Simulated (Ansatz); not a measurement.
Y (hcp, Mg type) is sheared across one (0001) plane: the third cell vector gains the shift, so faults repeat every 17.0 Å. The cut lies between planes 2.84 Å apart; the cell height is held.

```xyz
6
Lattice="3.6557 0.0000 0.0000 1.8278 3.1659 0.0000 0.0000 0.0000 17.0364" Properties=species:S:1:pos:R:3 pbc="T T T"
Y      1.8278     1.0553     1.4197
Y      1.8278     1.0553     7.0985
Y      1.8278     1.0553    12.7773
Y      3.6557     2.1106    15.6167
Y      3.6557     2.1106     4.2591
Y      3.6557     2.1106     9.9379
```

In-plane vectors a = (3.656, 0.000) Å, b = (1.828, 3.166) Å, area 11.57 Å². The shift is s times the vector a + b (length 6.332 Å), so s = 1 restores the start. Atoms relax along the normal only. γ = [E(shift) − E(0)] / area.

The numbers are results of PBE (plane waves to 420 eV, PAW, scalar-relativistic; Ansatz, a program for electronic structure), not measurements. k mesh 12×12×3 (Γ-centred), Fermi-Dirac smearing 0.05 eV. Energies are extrapolated to zero smearing. Some relaxations began with atoms very close together and may have settled on another branch. With partly filled bands, the k mesh leaves noise in γ, roughly 0.02 J/m² as judged from a few cases. Faults lie only 17.0 Å apart, and holding the cell height raises γ above its relaxed value. The PAW data are Ansatz's earlier set. Y is run without spin polarisation. Y was relaxed with its symmetry unable to fall. The zero of γ is zero shift. The last digit holds for this mesh only.

| s | γ (J/m²) |
|---|---|
| 0.000 | 0.00 |
| 0.083 | 0.12 |
| 0.167 | 0.36 |
| 0.250 | withheld |
| 0.333 | 0.58 |
| 0.417 | withheld |
| 0.500 | 0.38 |
| 0.583 | 0.18 |
| 0.667 | 0.09 |
| 0.750 | 0.15 |
| 0.833 | 0.18 |
| 0.917 | 0.08 |

### Question
Fit a Fourier form (three harmonics of 1 − cos and sin) to the given rows and predict γ at s = 0.250.

### Answer
Least squares on the 10 given rows: γ = (0.148)·[1 − cos(2πs)] + (0.193)·sin(2πs) + (0.075)·[1 − cos(4πs)] + (-0.090)·sin(4πs) + (0.042)·[1 − cos(6πs)], in J/m²; root-mean-square residual 0.001 J/m². At 0.250 the fit gives 0.53 J/m²; the calculation gives 0.53 J/m², the same to the digits shown. 

(The slope of γ gives the shear force per area between the displaced halves; near zero shift its curvature is an elastic stiffness.)
